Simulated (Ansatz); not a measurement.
Mg₂H₆Os:
```cif
data_H24Mg8Os4
_chemical_formula_sum 'Mg8 H24 Os4'
_space_group_name_H-M_alt 'Fm-3m'
_space_group_IT_number 225
_space_group_name_Hall '-F 4 2 3'
_cell_length_a 6.61844
_cell_length_b 6.61844
_cell_length_c 6.61844
_cell_angle_alpha 90.000
_cell_angle_beta 90.000
_cell_angle_gamma 90.000
loop_
_atom_site_label
_atom_site_type_symbol
_atom_site_symmetry_multiplicity
_atom_site_Wyckoff_symbol
_atom_site_fract_x
_atom_site_fract_y
_atom_site_fract_z
_atom_site_occupancy
Mg1 Mg 8 c 0.25000 0.25000 0.25000 1
H1 H 24 e 0.00000 0.00000 0.25564 1
Os1 Os 4 a 0.00000 0.00000 0.00000 1
```
(The calculation used a cell of 9 atoms; values per cell refer to that cell.)

Relaxed with PBEsol. Plane-wave PAW PBEsol (Ansatz code) gives a gap of 3.25 eV.

**Question.** What gap does HSE06 give on the same cell (Ansatz, PAW)?

**Answer.** 4.63 eV, 1.38 eV more. The hybrid was solved on a coarser mesh and at special points; its gap is the smallest among all of these.

```json
[
 {"k": "Γ", "v1 PBEsol": "-1.13", "c1 PBEsol": "5.85", "v1 HSE06": "[?]", "c1 HSE06": "[?]"},
 {"k": "X", "v1 PBEsol": "0.00", "c1 PBEsol": "3.26", "v1 HSE06": "[?]", "c1 HSE06": "[?]"},
 {"k": "L", "v1 PBEsol": "-0.46", "c1 PBEsol": "3.66", "v1 HSE06": "[?]", "c1 HSE06": "[?]"},
 {"k": "W", "v1 PBEsol": "0.00", "c1 PBEsol": "4.64", "v1 HSE06": "0.00", "c1 HSE06": "6.01"},
 {"k": "K", "v1 PBEsol": "-0.05", "c1 PBEsol": "3.89", "v1 HSE06": "[?]", "c1 HSE06": "[?]"}
]
```

**Question.** Top valence (v1) and lowest conduction level (c1) in eV from each method's valence maximum (which need not be a listed point): supply the withheld HSE06 values.

**Answer.** 
- X, v1 HSE06: 0.00
- X, c1 HSE06: 4.65
- K, v1 HSE06: -0.05
- K, c1 HSE06: 5.25
- Γ, v1 HSE06: -1.17
- Γ, c1 HSE06: 7.36
- L, v1 HSE06: -0.46
- L, c1 HSE06: 4.87

Cost on shared cores: the PBEsol run (SCF on a 7×7×7 mesh, then bands and DOS) roughly 23 core-seconds, the HSE06 run (SCF on 4×4×4, then a few points) roughly 80 core-seconds; the tasks are unlike.

The workflow started from a Materials Project entry (that database holds measured and hypothetical structures alike); the Crystallography Open Database copy checked does not list it. Whether it is the stable phase at ambient conditions was not checked. The cell was relaxed with PBEsol under the symmetry of its start; whether a distortion lowers the energy is not shown. The run is not spin-polarised. Spin–orbit coupling is left out wherever it is not named.

Potentials: the later of the program's two PAW sets.
